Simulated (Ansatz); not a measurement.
Si3Bi4O12:
```xyz
38
Lattice="-5.1553 5.1553 5.1553 5.1553 -5.1553 5.1553 5.1553 5.1553 -5.1553" Properties=species:S:1:pos:R:3 pbc="T T T"
Si     0.0000     2.5777     3.8665
Si     0.0000     7.7330     1.2888
Si     3.8665     0.0000     2.5777
Si     1.2888     0.0000     7.7330
Si     2.5777     3.8665     0.0000
Si     7.7330     1.2888     0.0000
Bi    -0.8644     4.2909     0.8644
Bi     6.8686    -1.7133     1.7133
Bi     0.8644     0.8644     0.8644
Bi    -1.7133     1.7133     6.8686
Bi     4.2909     0.8644    -0.8644
Bi     1.7133     6.8686    -1.7133
Bi     0.8644    -0.8644     4.2909
Bi     3.4421     3.4421     3.4421
O      1.3626     2.9682     0.6148
O      0.3906     1.2150     7.1182
O      3.7927    -2.9682     5.7701
O      4.7647    -1.2150     1.9629
O      6.5180     2.1871    -0.6148
O      5.5459     3.9403     3.1925
O      3.7927     2.9682    -0.6148
O      4.7647     1.2150     3.1925
O      0.6148     1.3626     2.9682
O      7.1182     0.3906     1.2150
O      5.7701     3.7927    -2.9682
O      1.9629     4.7647    -1.2150
O     -0.6148     6.5180     2.1871
O      3.1925     5.5459     3.9403
O     -0.6148     3.7927     2.9682
O      3.1925     4.7647     1.2150
O      2.9682     0.6148     1.3626
O      1.2150     7.1182     0.3906
O     -2.9682     5.7701     3.7927
O     -1.2150     1.9629     4.7647
O      2.1871    -0.6148     6.5180
O      3.9403     3.1925     5.5459
O      2.9682    -0.6148     3.7927
O      1.2150     3.1925     4.7647
```

This is the r²SCAN-relaxed structure.

All from r²SCAN (plane waves, PAW; program Ansatz), unless another level is named. Estimate the electron effective mass.

1.7, 1.7, 1.8 mₑ (principal values).

And the HSE06 gap on the r²SCAN cell?

5.33 eV.

Next, the conduction-band minimum?

on the Γ–H line, 54 % of the way from Γ (6 equivalent valleys).

Space group I-43d. The workflow started from a Materials Project entry (that database holds measured and hypothetical structures alike); the Crystallography Open Database files this formula in space group No. 220, but the cells were not matched. Whether it is the stable phase at ambient conditions was not checked. The cell was relaxed with r²SCAN under the symmetry of its start; whether a distortion lowers the energy is not shown. Spin–orbit coupling is left out wherever it is not named.

Potentials: the later of the program's two PAW sets.
